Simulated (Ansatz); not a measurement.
**Magnetic states of AlFe**

```xyz
4
Lattice="5.8200 0.0000 0.0000 0.0000 2.9100 0.0000 0.0000 0.0000 2.9100" Properties=species:S:1:pos:R:3 pbc="T T T"
Al    0.0000    0.0000    0.0000
Fe    1.4550    1.4550    1.4550
Al    2.9100    0.0000    0.0000
Fe    4.3650    1.4550    1.4550
```

Computed with plane-wave PAW DFT (Ansatz 0.2.0): PBE, 420 eV cutoff, 5×10×10 Γ-centred mesh, fermi-dirac occupations of width 0.050 eV. The atoms are fixed and numbered as listed; spin is collinear, without spin-orbit coupling.

The cycle has several fixed points for this cell. Moments (μB):

```json
{"state": "A", "Fe2": "0.81", "Fe4": "0.81", "other atoms together": "-0.07", "size of the net moment a cell": "1.54"}
{"state": "B", "Fe2": "0.71", "Fe4": "-0.71", "other atoms together": "0.00", "size of the net moment a cell": "0.00"}
{"state": "C", "Fe2": "0.00", "Fe4": "0.00", "other atoms together": "0.00", "size of the net moment a cell": "0.00"}
```

Site moments are taken in small spheres that don't touch (radius about 0.4 of the atom's shortest bond), so those of the magnetic atoms read low, and they needn't add up to the net moment. State C was run without spin polarisation.

Task: What is the order in energy at zero smearing?

Result: State A (parallel moments) is lowest; B (antiparallel, compensated) lies 13.3 meV above it, C (without moments) lies 21 meV above it, all counted an atom of the cell.

Task: How much does the cell gain by forming moments?

Result: 21 meV an atom of the cell, or 41 meV for each Fe atom, against state C, which has none. In a metal like this the level decides whether moments form at all, so this is no ordering energy.

The cell is that of a Crystallography Open Database entry, unchanged but doubled along one cell vector so that moments can oppose.

Caveats: only orders that fit this cell and collinear spins were tried, so the true order may need a larger cell or canted moments; atoms and cell are not relaxed, and each state would relax in its own way; the k mesh is coarse, so differences of a few meV are uncertain where a state is a metal; at this level the entry's cell stands at -6 GPa (positive in compression); one start a pattern, so a lower state of the same pattern may exist.
